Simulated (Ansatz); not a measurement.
CaHg:
```
CaHg
1.0
    3.75541     0.00000     0.00000
    0.00000     3.75541     0.00000
    0.00000     0.00000     3.75541
Ca Hg
1 1
Cartesian
  0.00000   0.00000   0.00000
  1.87770   1.87770   1.87770
```

Relaxed with r²SCAN. Special points in fractions of this cell's reciprocal vectors: Γ (0.000, 0.000, 0.000); X (0.000, 0.500, 0.000); M (0.500, 0.500, 0.000); R (0.500, 0.500, 0.500).

**Question.** List the band energies nearest the Fermi level at these points for DFT-r²SCAN in the program Ansatz with PAW potentials.

**Answer.** In eV from the Fermi level; about four levels below and three above (degenerate sets whole), none deeper than 8.9 eV; … stands for higher levels left out; points with the same levels are listed once.

```tsv
k	below	above
Γ	-7.70 -7.37 -7.37 -7.37	2.09 2.09 4.66 4.66 4.66
X	-7.51 -7.51 -7.33 -5.17 -2.81	2.04 2.53 2.53
M	-7.05 -4.12 -0.52 -0.52	2.05 4.10 4.10
R	-1.86 -0.74 -0.74 -0.74	5.46 5.46 …
```

Space group Pm-3m (CsCl type). The first step of the workflow began from a Materials Project structure, measured or hypothetical; the Crystallography Open Database copy checked does not list it. With Ca and Hg taken as one species the cell has the higher symmetry Im-3m, so it may be an ordered model of a mixed-site phase. Its standing as an ambient phase is unchecked. Symmetry was held in the r²SCAN relaxation; whether a distortion lowers the energy is not shown. Spin–orbit coupling is left out wherever it is not named.

Potentials: the later of the program's two PAW sets.
